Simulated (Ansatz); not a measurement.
According to the program Ansatz at the r²SCAN level (PAW), MgO in the tetragonal phase (P4_2/mnm; Mg on 4g, O on 4f) relaxes to a = 5.502 Å, c = 3.268 Å. Against the elements it lies at -2.80 eV/atom, with no fitted shifts.

It is gapped at this level: 4.15 eV (smallest direct gap 4.17 eV). The valence maximum lies on the M–Γ line, 84 % of the way from M and the conduction minimum at Γ. HSE06 on the same cell gives 5.11 eV. The electron mass is 0.38 mₑ (isotropic). The hole mass is 0.90, 3.1, 7.9 mₑ (principal values).

An equation-of-state fit gives a bulk modulus of 111 GPa. The relaxed-ion elastic constants in GPa are C11 = 131, C12 = 100, C13 = 98.7, C33 = 218, C44 = 48.5, C66 = 72.0. The elastic constants imply a Debye temperature near 560 K. Bader charges are Mg +1.73, O -1.73 e.

The start of the workflow was typed in or built on a structure type; neither database checked (COD, Materials Project) lists it. It is not the phase usual at ambient conditions (space group No. 225). The cell was relaxed with r²SCAN under the symmetry of its start; its stability against distortions is not shown here. The references are the lowest solids computed at this level, not always the standard phases (solids in place of the gases).

Potentials: the earlier of the program's two PAW sets.
